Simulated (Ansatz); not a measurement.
# Zincblende alloy of InP and GaP (4 of 32 In sites exchanged), 64 atoms

Ansatz, PAW, plane waves. PBEsol relaxation of volume and atoms (shape held) at the single k point (¼, ¼, ¼) without its symmetry partners; single points on the relaxed atoms at the single k point (¼, ¼, ¼) without its symmetry partners, onto which points of the small cell's zone fold. Arrangement: random. No spin–orbit coupling unless named.

Relaxed structure:

```xyz
64
Lattice="11.6454 0.0000 0.0000 0.0000 11.6454 0.0000 0.0000 0.0000 11.6454" Properties=species:S:1:pos:R:3 pbc="T T T"
In    0.0031    0.0329   11.6208
In    0.0066    5.7898   11.6190
In    5.8331    0.0292    0.0363
In    5.8268    0.0289    5.7995
In    5.8271    5.7953    0.0341
In    5.8310    5.7943    5.7979
In    2.9124    2.9181   11.6446
In    2.8635    2.9121    5.8282
In    2.9138    8.7284    0.0056
In    2.8582    8.7394    5.8336
In    8.7433    2.9150    0.0046
In    8.7849    2.9171    5.8274
In    8.7460    8.7431    0.0089
In    8.7950    8.7280    5.8350
In    2.9137    0.0332    2.9519
In    2.8606    0.0275    8.7083
In    2.9148    5.8000    2.9458
In    2.8576    5.7919    8.7095
In    8.7425    0.0327    2.9461
In    8.7935    0.0330    8.7170
In    8.7421    5.7936    2.9489
In    8.7940    5.7997    8.7112
In    0.0115    2.9098    2.9735
In    0.0100    8.7358    2.9745
In    0.0077    8.7334    8.6811
In    5.8263    2.9116    8.7397
In    5.8273    8.7370    2.9199
In    5.8262    8.7363    8.7393
Ga   11.6431    0.0268    5.8505
Ga    0.0000    5.7876    5.8486
Ga    0.0012    2.9048    8.6715
Ga    5.8204    2.9088    2.9142
P     1.4535    1.4700    1.4713
P     1.3076    1.4538    7.2585
P     1.4551    7.2593    1.4646
P     1.3683    7.1867    7.1916
P     7.2277    1.5390    1.5432
P     7.2939    1.4680    7.2752
P     7.2971    7.2720    1.4745
P     7.2989    7.2621    7.2686
P     4.4232    4.2870    1.5418
P     4.3581    4.3521    7.2735
P     4.3535   10.1960    1.4743
P     4.3493   10.2032    7.2665
P    10.2031    4.3503    1.4760
P    10.3385    4.3620    7.2678
P    10.1960   10.2072    1.4691
P    10.2755   10.2728    7.2031
P     4.4251    1.5557    4.3107
P     4.3564    1.4461   10.1811
P     4.3554    7.2929    4.3806
P     4.3475    7.2398   10.1847
P    10.2731    1.3811    4.4563
P    10.2679    1.5596   10.1069
P    10.2676    7.1693    4.4621
P    10.2016    7.2920   10.1790
P     1.3807    4.4466    4.4538
P     1.3763    4.2569   10.0970
P     1.3864   10.3017    4.4663
P     1.4501   10.1748   10.1774
P     7.2196    4.2610    4.2997
P     7.2943    4.3722   10.1789
P     7.2986   10.1745    4.3785
P     7.3027   10.2221   10.1880
```

(1) What are the mean bond lengths by pair (pairs within 1.2 times the sum of covalent radii, less contacts 15 % beyond the pair's median; cation–cation pairs of compounds aside; long ionic contacts are cut short by that bound)?

(2) What gap lies between the top filled and the lowest empty level in the single points?

## Answers

(1) Ga–P 2.392 ± 0.011 Å (standard deviation, 16 bonds); In–P 2.541 ± 0.012 Å (standard deviation, 112 bonds).

(2) r²SCAN 2.06 eV (11 s on NVIDIA H100). Away from Γ this isn't the crystal's band gap. An indirect band minimum needn't fold onto Γ of this cell; where it doesn't, these gaps are too wide.
